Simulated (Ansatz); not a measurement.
# Zone-centre modes in Rb$_{2}$ScAuI$_{6}$

These are results of DFT PBEsol, scalar-relativistic, plane waves, PAW (Ansatz 0.2.0), not measurements. The runs took a 420 eV cutoff, a Γ-centred 4×4×4 mesh and Gaussian smearing (0.05 eV). Spin–orbit coupling is left out, which can shift energies with elements as heavy as these. No spin polarisation.

The undisturbed cell (relaxed at this level; it needn't be the usual structure):

```yaml
crystal:
  lattice:
    - [0.00000, 5.79099, 5.79099]
    - [5.79099, 0.00000, 5.79099]
    - [5.79099, 5.79099, 0.00000]
  atoms:
    - { symbol: Rb, position: [0.75000, 0.75000, 0.75000] }
    - { symbol: Rb, position: [0.25000, 0.25000, 0.25000] }
    - { symbol: Sc, position: [0.00000, 0.00000, 0.00000] }
    - { symbol: Au, position: [0.50000, 0.50000, 0.50000] }
    - { symbol: I, position: [0.75280, 0.24720, 0.24720] }
    - { symbol: I, position: [0.24720, 0.24720, 0.75280] }
    - { symbol: I, position: [0.24720, 0.75280, 0.75280] }
    - { symbol: I, position: [0.24720, 0.75280, 0.24720] }
    - { symbol: I, position: [0.75280, 0.24720, 0.75280] }
    - { symbol: I, position: [0.75280, 0.75280, 0.24720] }
```

Harmonic modes by finite displacements of 0.02 Å, without the LO–TO term.

(1) At this geometry, is the structure stable against these modes?

(2) List the wavenumbers in cm⁻¹.

## Answers

(1) No: 3 modes are unstable, the strongest at 30i cm⁻¹.

(2) 30i, 30i, 30i, 0, 0, 0, 20, 20, 20, 22, 22, 22, 23, 23, 23, 25, 25, 25, 57, 57, 57, 71, 71, 92, 92, 92, 143, 189, 189, 189.

Cost: 1 run of about 4.5 core-minutes, on Arm Neoverse V2 (shared hosts).